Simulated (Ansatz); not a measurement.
AlGa₃N₄ in space group P-43m (No. 215; Al on 1a, Ga on 3c, N on 4e), plane-wave PAW LDA (Ansatz code), all energies at zero smearing, with the estimated change up to a 700 eV cutoff added, with one set of potentials and settings (totals compare only within such a set). Cell of 8 atoms (1 Al, 3 Ga, 4 N): -13136.090 eV.

```
element                reference phase  E (eV/atom)
-------  -----------------------------  -----------
Al          Fm-3m, 1 atoms in the cell    -512.8755
Ga           Cmce, 4 atoms in the cell   -3706.9815
N        P4_2/mnm, 4 atoms in the cell    -373.6497
```

Formation energy per atom, worked out: (-13136.090 − 1×(-512.8755) − 3×(-3706.9815) − 4×(-373.6497))/8 = -0.959 eV/atom (-93 kJ per mol of atoms), at 0 K, without zero-point energy or fitted corrections.

The workflow started from a Materials Project entry (that database holds measured and hypothetical structures alike); the Crystallography Open Database copy checked does not list it. With Al and Ga taken as one species the cell has the higher symmetry F-43m, so it may be an ordered model of a mixed-site phase. Its standing as an ambient phase is unchecked. The cell was relaxed with LDA under the symmetry of its start; phonons on a q-mesh show no instability. The references are the lowest solids computed at this level, not always the standard phases (solids in place of the gases).

Potentials: the later of the program's two PAW sets.
